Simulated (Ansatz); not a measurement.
One crystal and one scan (frozen-phonon scan) at two levels, PBE (plane waves to 420 eV, PAW, scalar-relativistic; Ansatz, a quantum-chemistry and plane-wave program) and r2SCAN (plane waves to 500 eV, PAW, scalar-relativistic; Ansatz), each from its own relaxed cell and on its own mesh. The cell shown is that of PBE.

Relaxed Au (fcc, Cu type):

```
Au
1.0
    0.00000     4.15718     4.15718
    2.07859     2.07859     4.15718
    2.07859     2.07859     0.00000
Au
2
Direct
  0.00000   0.00000   0.00000
  0.50000   0.00000   0.00000
```

The atoms are displaced by Q × the pattern below (from a DFPT mode at X = (0.5, 0.5, 0.0), largest move 1; Q in Å), at fixed cell. (q is in reciprocal vectors of the primitive cell; the cell shown is doubled to hold the pattern.)

| atom | x | y | z |
|---|---|---|---|
| Au1 | 0.000 | 0.000 | -1.000 |
| Au2 | 0.000 | 0.000 | 1.000 |

Au was relaxed with its symmetry unable to fall. Spin-orbit coupling is left out, though Au is heavy. With partly filled bands, energies and forces of such displacements shift with the k mesh and the smearing. Percentages come from the unrounded values.

Results of PBE:

* **Lattice constant a (Å)**: 4.157
* **Harmonic wavenumber from the curvature (finite differences) (cm⁻¹ (negative: imaginary))**: 134
* **Shape of the curve**: a single well with its minimum at or next to zero displacement

Problem. What does r2SCAN give for the same quantities?

Solution. 
```json
[
 {"quantity": "Lattice constant a (Å)", "r2SCAN": "4.124", "PBE − r2SCAN": "+0.033 (+0.8 %)"},
 {"quantity": "Harmonic wavenumber from the curvature (finite differences) (cm⁻¹ (negative: imaginary))", "r2SCAN": "138", "PBE − r2SCAN": "-4 (-3 %)"}
]
```

PBE gives the higher value for: lattice constant a. PBE gives the lower value for: harmonic wavenumber from the curvature. Both give the same shape of the curve: a single well with its minimum at or next to zero displacement.

(For displaced atoms, the force is minus the slope of the energy, and its curvature is a force constant, which sets phonon frequencies.)
